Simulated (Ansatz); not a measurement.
Kick test of a cell of Ca₃SiS

The cell was found from a structure generator's guess, not taken from experiment.

Theory: DFT PBE, scalar-relativistic, plane waves, PAW (Ansatz). Cutoff 420 eV; k points 8×8×8 on the computed 5-atom cell (Γ-centred); Gaussian smearing, width 0.01 eV; no spin polarisation.

The cell below (5 atoms, space group Pm-3m (No. 221)) is relaxed within its symmetry.

```
Ca Si S
1.0
     5.23270    0.00000    0.00000
     0.00000    5.23270    0.00000
     0.00000    0.00000    5.23270
Ca Si S
3 1 1
Cartesian
  2.6163 0.0000 2.6163
  0.0000 2.6163 2.6163
  2.6163 2.6163 0.0000
  0.0000 0.0000 0.0000
  2.6163 2.6163 2.6163
```

For the test a repeat of it with 10 atoms (edges 5.23, 5.23, 10.47 Å) was strained at random (σ = 1.5 % a component), the atoms were moved at random (σ = 0.15 Å), and all was relaxed again on a coarse 4×4×2 mesh (in the run’s order of axes) with 0.20 eV smearing, with no symmetry imposed.

Question: Is the structure stable against such a distortion?

Answer: It doesn't return. The energy falls by 26 meV/atom on that mesh, the volume changes by 5.5 %, and the end has space group Pm (No. 6) at a loose tolerance. Relaxed again on a 6×6×6 mesh with 0.02 eV smearing, the new structure lies 21 meV/atom below the first (mesh in the axes of the run's cell; the cell below is made exact in the group named). Space group Pm (No. 6), monoclinic, a = 5.309 Å, b = 5.193 Å, c = 5.494 Å, β = 92.8°. Ca on its first site is surrounded by 2 S at 2.64 Å, 1 Si at 3.06 Å and 1 Si at 3.27 Å; Ca on its second site is surrounded by 1 S at 2.68 Å, 1 S at 2.86 Å, 1 Ca at 3.32 Å and 2 Si at 3.33 Å; around Si lie 6 Ca at 3.06–3.33 Å; around S lie 5 Ca at 2.64–2.69 Å and 1 Ca at 2.86 Å; 1 more site not described.

```cif
data_structure
_symmetry_space_group_name_H-M 'P 1'
_symmetry_Int_Tables_number 1
_cell_length_a 5.3088
_cell_length_b 5.1927
_cell_length_c 5.4941
_cell_angle_alpha 90.000
_cell_angle_beta 92.764
_cell_angle_gamma 90.000
_cell_volume 151.28
loop_
_atom_site_label
_atom_site_type_symbol
_atom_site_fract_x
_atom_site_fract_y
_atom_site_fract_z
_atom_site_occupancy
Ca1 Ca 0.48568 0.50000 0.42472 1
Ca2 Ca 0.56655 0.00000 0.99827 1
Ca3 Ca 0.00088 0.00000 0.45383 1
Si1 Si 0.94668 0.50000 0.11116 1
S1 S 0.50020 0.00000 0.51201 1
```
